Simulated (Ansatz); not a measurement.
CdS: what the electron mass says about interband coupling

The calculation used DFT r2SCAN, scalar-relativistic, plane waves, PAW (Ansatz 0.2.0).

Cutoff 500 eV; k points 8×8×8 on the computed 2-atom cell (Γ-centred); Gaussian smearing, width 0.02 eV; no spin polarisation.

Relaxed cell: F-43m, a = 5.879 Å, b = 5.879 Å, c = 5.879 Å, α = 90.00°, β = 90.00°, γ = 90.00°, 2 atoms in the primitive cell. This zinc-blende form isn't the usual stable structure of the compound.

The direct gap at Γ is 1.542 eV, and at Γ the conduction band has a mass of 0.1524 mₑ and the lightest hole 0.1654 mₑ, both along x.

Problem. Use two-band k·p theory to get the Kane energy. As an exercise, what mass follows if the true gap is 1.5 times the computed one (semilocal functionals can miss by more, threefold or worse in zinc and cadmium oxides)?

Solution. Coupling to the valence top alone gives mₑ/m* = 1 + E_P/E_g, so E_P = E_g (mₑ/m* − 1) = 1.542 × (6.56 − 1) = 8.6 eV. The light hole is the mirror band, mₑ/mₗₕ = E_P/E_g − 1, and gives 10.9 eV; the spread shows what other bands add. Fits to experiment give about 15 to 31 eV for common tetrahedral semiconductors; the figure from the electron is a net one, lowered by higher conduction bands, and semilocal functionals tend to give less. With E_P fixed and E_g = 2.31 eV the mass becomes 0.212 mₑ: in this model the mass grows with the gap, in proportion where E_P ≫ E_g, which is why functionals that close gaps give light electrons. A correction that opens the gap also strengthens the coupling, so the true mass usually rises less. Remote bands and spin-orbit splitting are left out of the model.

Cost: 3 runs of about 0.45 core-minutes in all, on Intel Xeon 6975P-C (Granite Rapids) (shared hosts).